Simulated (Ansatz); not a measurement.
SnSe2 (CdI2 type), relaxed with LDA (Ansatz, a quantum-chemistry and plane-wave program, plane waves, PAW): a = 3.8016 Å, b = 3.8016 Å, c = 5.8898 Å, α = 90.00°, β = 90.00°, γ = 120.00°.

- gap (eV): 0.15
- ΔH_f (eV/atom): -0.33
- B₀ by P(V) fit (GPa): 30.5
- K_Hill (GPa): 38.5
- G_Hill (GPa): 19.9
- highest Γ mode, no LO–TO term (cm⁻¹): 242
- electron conductivity mass (mₑ): 0.23
- Θ_D (K): 204

Question: The same phase is relaxed and computed with r²SCAN+D4 in the same code. What are the cell and these values now?

Answer: a = b = 3.8290 Å, c = 6.2850 Å, α = β = 90.00°, γ = 120.00°.

- gap (eV): 0.96
- ΔH_f (eV/atom): -0.44
- B₀ by P(V) fit (GPa): 21.7
- K_Hill (GPa): 30.3
- G_Hill (GPa): 18.8
- highest Γ mode, no LO–TO term (cm⁻¹): 251
- electron conductivity mass (mₑ): 0.34
- Θ_D (K): 200

Weakly bound layers, chains or molecules computed without a dispersion correction, so cells and soft constants are ill determined: SnSe2, CdI2 type with LDA. All cells were relaxed under the symmetry of their starts (and spin orders); stability against distortions was not tested throughout. Scalar-relativistic: spin–orbit coupling is off unless named, which matters more the heavier the elements.

Potentials: the later of the program's two PAW sets.

Ansatz is a plane-wave DFT program.

Formation energies count from the lowest solids of the elements computed at the same level, not from gases.
